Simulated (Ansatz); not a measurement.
W:
```
W
1.0
    5.05302     0.00000     0.00000
    0.00000     5.05302     0.00000
    0.00000     0.00000     5.05302
W
8
Direct
  0.00000   0.00000   0.00000
  0.50000   0.50000   0.50000
  0.00000   0.50000   0.25000
  0.00000   0.50000   0.75000
  0.25000   0.00000   0.50000
  0.75000   0.00000   0.50000
  0.50000   0.75000   0.00000
  0.50000   0.25000   0.00000
```

Relaxed with r²SCAN. Special points in fractions of this cell's reciprocal vectors: Γ (0.000, 0.000, 0.000); X (0.000, 0.500, 0.000); M (0.500, 0.500, 0.000); R (0.500, 0.500, 0.500).

List the band energies nearest the Fermi level at these points for r²SCAN with spin–orbit coupling (plane waves, PAW; program Ansatz).

In eV from the Fermi level; about four levels below and three above (degenerate sets whole), none deeper than 8.9 eV; points with the same levels are listed once.

| k | below | above |
|---|---|---|
| Γ | -0.69 -0.69 -0.69 -0.69 -0.20 -0.20 | 1.54 1.54 1.65 1.65 1.65 1.65 |
| X | -1.08 -1.08 -1.08 -1.08 | 0.50 0.50 0.50 0.50 |
| M | -1.14 -1.14 -0.89 -0.89 | 0.16 0.16 0.17 0.17 |
| R | -1.60 -1.60 -1.60 -1.60 -1.60 -1.60 -1.60 -1.60 | 1.26 1.26 1.26 1.26 1.26 1.26 1.26 1.26 |

Space group Pm-3n (A15 (β-W type)). The workflow started from an entry of the Crystallography Open Database (COD), which files this formula under 6 space groups. It is not the phase usual at ambient conditions (space group No. 229). The r²SCAN relaxation kept the symmetry of its start; of distortions, only those at the zone centre were tested. No spin polarisation was allowed.

Potentials: the later of the program's two PAW sets.
